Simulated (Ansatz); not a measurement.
## Two states of La$_{2}$NiO$_{4}$

```
La Ni O
1.0
    -1.95750    1.95750    6.42684
     1.95750   -1.95750    6.42684
     1.95750    1.95750   -6.42684
La Ni O
2 1 4
Direct
  0.36180 0.36180 0.00000
  0.63820 0.63820 0.00000
  0.00000 0.00000 0.00000
  0.50000 0.00000 0.50000
  0.00000 0.50000 0.50000
  0.17500 0.17500 0.00000
  0.82500 0.82500 0.00000
```

Single point in Ansatz 0.2.0 with r2SCAN, with U = 3.73 eV and J = 0.47 eV on Ni d (all-electron-ortho-atomic projectors). Cutoff 500 eV, PAW datasets, 6×6×6 Γ-centred k mesh, fermi-dirac filling (width 0.1 eV).

State A: Ni3 up (collinear spin). State B: no moments (no spin polarisation).

**Question.** Which state is lower, and how do they differ?

**Answer.** State A is lower by 269.2 meV an atom at zero smearing; in free energy at this smearing B lies +264.0 meV an atom from A.

```csv
state,free energy (meV/atom),largest moment in a small sphere (μB),net moment (μB/cell),gap on mesh (eV),pressure (GPa),largest force (eV/Å)
A,0.0,1.69,1.99,0.16,-5.7,0.62
B,264.0,0.00,0.00,metal,-9.2,1.03
```

Origin: a database entry at a rescaled volume. Caveats: the gap is not wide against the smearing; gaps of Fe, Co and Ni magnets come out low on these datasets; the k mesh is coarse if the cell is a metal.
